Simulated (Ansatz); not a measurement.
Y:
```xyz
1
Lattice="0.0000 2.4886 2.4886 2.4886 0.0000 2.4886 2.4886 2.4886 0.0000" Properties=species:S:1:pos:R:3 pbc="T T T"
Y      0.0000     0.0000     0.0000
```

Relaxed with PBEsol. Special points in fractions of this cell's reciprocal vectors: Γ (0.000, 0.000, 0.000); X (0.500, 0.000, 0.500); U (0.625, 0.250, 0.625); K (0.375, 0.375, 0.750); L (0.500, 0.500, 0.500); W (0.500, 0.250, 0.750).

Question: List the band energies nearest the Fermi level at these points for PBEsol (plane waves, PAW; program Ansatz).

Answer: In eV from the Fermi level; about four levels below and three above (degenerate sets whole), none deeper than 8.9 eV; points with the same levels are listed once.

```tsv
k	below	above
Γ	-4.82	1.82 1.82 1.82
X	-1.88 -0.99	2.31 5.56 6.01 6.01
U	-1.09 -0.52	1.15 3.76 5.26
L	-2.05	0.78 1.64 1.64
W	-0.83	0.27 0.27 2.74
```

Space group Fm-3m (fcc (Cu type)). The workflow started from a Materials Project entry (that database holds measured and hypothetical structures alike); the Crystallography Open Database files this formula in space group No. 225, but the cells were not matched. It is not the phase usual at ambient conditions (space group No. 194). The PBEsol relaxation kept the symmetry of its start; whether a distortion lowers the energy is not shown. No spin polarisation was allowed. Spin–orbit coupling is left out wherever it is not named.

Potentials: the earlier of the program's two PAW sets. The files were generated under PBE; for other functionals the program regenerates the frozen cores, and for LDA and PBEsol the local potential too.
